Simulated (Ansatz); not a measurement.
# Quasiparticle levels of GaN (P6_3mc)

These are results of Ansatz, G0W0@PBE, plasmon-pole screening, soft PAW set, first generation, not measurements.

Input:

```yaml
crystal:
  lattice:
    - [3.19, 0.0, 0.0]
    - [-1.595, 2.762621038072, 0.0]
    - [0.0, 0.0, 5.186]
  atoms:
    - { symbol: Ga, position: [0.333333333333, 0.666666666667, 0] }
    - { symbol: Ga, position: [0.666666666667, 0.333333333333, 0.5] }
    - { symbol: "N", position: [0.333333333333, 0.666666666667, 0.3789] }
    - { symbol: "N", position: [0.666666666667, 0.333333333333, 0.8789] }
kpoints:
  mp_grid: { grid: [4, 4, 3], shift: [0, 0, 0] }
hamiltonian:
  xc: pbe
  pseudopotentials: { kind: paw }
scf:
  occupations: { method: fixed }
  convergence: { dr2_threshold: "1e-9 eV" }
  lower_state_search: "off"
output:
  forces: false
  stress: false
gw:
  n_empty_bands: 212
  ecut_chi: 113.3
  qp_bands: [v1, c1]
  qp_kpoints: [[0, 0, 0]]
  ecutfock_ratio: 2
```

The input is rewritten from the run's settings (development build, wave cutoff 420 eV).

Linearised quasiparticle energies, zero at the top filled Kohn-Sham level among these points. VB is the top filled band, CB the lowest empty one. The wave cutoff came out at 420 eV.

```
k  band  ε_KS (eV)  Σx − Vxc (eV)  Σc (eV)     Z  ε_QP (eV)
Γ    VB       0.00          -3.62     3.04  0.79      -0.46
Γ    CB       1.91           4.45    -3.71  0.82       2.52
```

The gap (direct at Γ) opens from 1.91 eV to 2.98 eV.

Soft PAW datasets can miss an all-electron G0W0 gap by more than 5 %. Spin-orbit coupling is left out. The mesh is coarse, so these are values at the stated settings, not converged ones. Band sums or response are cut, so the gap isn't at its basis limit. Filled d shells converge slowest, and with PAW files the limit can differ from the all-electron one by tenths of an eV. The gap is read among the points solved; the crystal's band edges can lie elsewhere.
